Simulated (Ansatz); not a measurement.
Sc:
```
CELL_PARAMETERS angstrom
      3.31176     0.00000     0.00000
     -1.65588     2.86807     0.00000
      0.00000     0.00000    10.52657
ATOMIC_POSITIONS crystal
  Sc 0.00000 0.00000 0.00000
  Sc 0.00000 0.00000 0.50000
  Sc 0.33333 0.66667 0.25000
  Sc 0.66667 0.33333 0.75000
```

Relaxed with r²SCAN. Special points in fractions of this cell's reciprocal vectors: Γ (0.000, 0.000, 0.000); M (0.500, 0.000, 0.000); K (0.333, 0.333, 0.000); A (0.000, 0.000, 0.500); L (0.500, 0.000, 0.500); H (0.333, 0.333, 0.500).

Task: List the band energies nearest the Fermi level at these points for r²SCAN (plane waves, PAW; program Ansatz).

Result: In eV from the Fermi level; about four levels below and three above (degenerate sets whole), none deeper than 8.9 eV; points with the same levels are listed once.

```tsv
k	below	above
Γ	-5.49 -3.94 -3.91 -1.72	0.25 0.94 0.99
M	-1.29 -1.28 -0.48 -0.41 -0.26	0.10 0.99 1.24
K	-0.47 -0.47 -0.27 -0.27 -0.06	0.20 0.57 0.57
A	-5.08 -5.08 -2.48 -2.48	0.41 0.41 1.63 1.63
L	-0.39 -0.39 -0.15 -0.15	1.28 1.28 1.60 1.60
H	-0.52 -0.52 -0.29 -0.29	0.63 0.63 0.75 0.75
```

Space group P6_3/mmc (dhcp (α-La type)). The start of the workflow was typed in or built on a structure type. Its sites differ from those of the usual phase in this space group: another stacking or structure type. Symmetry was held in the r²SCAN relaxation; its stability against distortions is not shown here. No spin polarisation was allowed.

Potentials: the later of the program's two PAW sets.
